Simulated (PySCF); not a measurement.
PySCF single point, PBE/6-31G*, density fitting, C-PCM implicit water (electrostatics alone), on disulfane, H2S2 (SMILES SS), charge 0, multiplicity 1.

```python
from pyscf import gto, scf, dft
mol = gto.M(atom='''
S     -0.895534    -0.438404    -0.489811
S      0.897864    -0.446849     0.489811
H     -1.534166     0.441239     0.292762
H      1.534166     0.446849    -0.279809
''', basis='6-31G*', charge=0, spin=0, verbose=3)
mf = dft.RKS(mol, xc='PBE')
mf = mf.density_fit()
mf = mf.PCM()
mf.with_solvent.method = 'C-PCM'
mf.with_solvent.eps = 78.4
mf.max_cycle = 100
e = mf.kernel()
print('converged', mf.converged)
print('E_total', e)
print('nao', mol.nao)
print('HOMO', mf.mo_energy[mf.mo_occ > 0].max())
mf.dip_moment()
```

Output:

```

WARN: PCM is an experimental feature. It is still in testing.
Features and APIs may be changed in the future.

converged SCF energy = -797.188366505148
converged True
E_total -797.1883665051477
nao 40
HOMO -0.2230333678177665
Dipole moment(X, Y, Z, Debye):  0.00083,  1.97330,  0.01806
```

The total energy is -21692.60 eV, -0.17 eV from the same level's vacuum run.
